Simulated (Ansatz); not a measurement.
AgBr (rock salt): values from a third-order Birch-Murnaghan fit to a volume scan beside measured ones. Computed values: PBE (plane waves to 420 eV, PAW, scalar-relativistic; Ansatz, a quantum-chemistry and plane-wave program). AgBr was relaxed with its symmetry unable to fall.

| quantity | reference | kind | PBE | difference |
|---|---|---|---|---|
| Lattice constant a (Å) | 5.772 | measured, room temperature or unstated | 5.841 | +1.2 % |
| Bulk modulus B₀ (GPa) | 43.81 | measured below room temperature | 38.7 | -11.6 % |

References as given in: Subrata Jana, Abhilash Patra, Prasanjit Samal, The Journal of Chemical Physics (2018), arXiv:1803.03840; P. T. Jochym, K. Parlinski, Physical review. B, Condensed matter (2001), arXiv:1301.6254. Values not taken to low temperature hold thermal and zero-point shifts that a static calculation lacks, so small differences there are no errors of the method.

(A scan under strain: stresses follow from slopes of the energy per volume, elastic moduli from its curvatures.)
